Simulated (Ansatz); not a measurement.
# Nuclear-site quantities of CuPd as the cell is scaled

```
Cu Pd
1.0
     2.98800    0.00000    0.00000
     0.00000    2.98800    0.00000
     0.00000    0.00000    2.98800
Cu Pd
1 1
Cartesian
  0.0000 0.0000 0.0000
  1.4940 1.4940 1.4940
```

Atoms are numbered in the order listed.

The geometry is COD entry 9008813, unchecked; take it as a test cell.

Spin polarisation is left out, and whether a magnetic state lies lower isn't shown here.

Computed with DFT, PBEsol, all-electron PAW with datasets made for the crystal, scalar-relativistic (Ansatz 0.2.0).

Sampling and basis: a Γ-centred 14×14×14 k mesh, Fermi–Dirac smearing of 0.05 eV, cutoff 300 eV (chosen by the program for this cell), no spin polarisation.

The contact density is the mean electron density over the nuclear volume; its changes follow the s electrons' response to bonding and compression. Changes below are taken from the unscaled cell, where it is 147325 e/Å³ at Cu1, 864344 e/Å³ at Pd2.

Volumes at which the program chose other datasets or cutoffs are left out.

The datasets are made afresh for each cell, so very small changes are uncertain.

(1) Does compression raise or lower the contact density at Cu1?

(2) Tabulate the changes with volume.

Answers

(1) It raises it, by 2.18 e/Å³ over the whole range.

(2) 
```csv
V/V(cell),P (GPa),Δρ(0) Cu1 (e/Å³),Δρ(0) Pd2 (e/Å³)
0.9800,-1.2,0.75,1.80
0.9900,-2.9,0.37,0.90
1.0000,-4.6,0.00,0.00
1.0100,-6.2,-0.36,-0.88
1.0200,-7.6,-0.72,-1.73
1.0400,-10.2,-1.43,-3.50
```
